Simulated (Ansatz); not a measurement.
Problem. Name crystals whose computed values (plane-wave PAW HSE06 (Ansatz code)) fall in these windows: B₀ by P(V) fit (GPa) 83 to 110; gap (eV) 0.91 to 1.2.

Solution. 

```tsv
crystal	B₀ by P(V) fit (GPa)	gap (eV)
Si, diamond	98.2	1.14
SiGe, wurtzite	85.3	0.98
```
Others may fit too.

Standing as an ambient phase not checked: SiGe, wurtzite. All cells were relaxed under the symmetry of their starts (and spin orders); stability against distortions was not tested throughout. Spin–orbit coupling is left out wherever it is not named.

Potentials: the later of the program's two PAW sets.
